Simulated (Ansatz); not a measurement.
One crystal and one scan (frozen-phonon scan) at two levels, PBE (plane waves to 420 eV, PAW, scalar-relativistic; Ansatz, a program for electronic structure) and r2SCAN (plane waves to 500 eV, PAW, scalar-relativistic; Ansatz), each from its own relaxed cell and on its own mesh.

The crystal is GaN (zinc blende); a phonon pattern at X = (0.5, 0.5, 0.0) is frozen into a 4-atom cell, Q being the largest atomic displacement.

GaN was relaxed with its symmetry unable to fall.

```
quantity                                                                                  run 1  run 2
----------------------------------------------------------------------------------------  -----  -----
Lattice constant a (Å)                                                                    4.549  4.498
Band gap of the relaxed cell, no spin-orbit coupling (eV)                                  1.54   2.17
Harmonic wavenumber from the curvature (finite differences) (cm⁻¹ (negative: imaginary))    185    195
```

**Question.** Which run is which level?

**Answer.** Run 1 is PBE, run 2 is r2SCAN. PBE gives the higher value for: lattice constant a. PBE gives the lower value for: band gap of the relaxed cell, no spin-orbit coupling; harmonic wavenumber from the curvature. Both give the same shape of the curve: a single well with its minimum at or next to zero displacement. Neither level is exact: the differences show how much the result hangs on the functional.

(A displaced cell: forces are minus the slopes of the energy, force constants its curvatures, and phonons follow from these.)
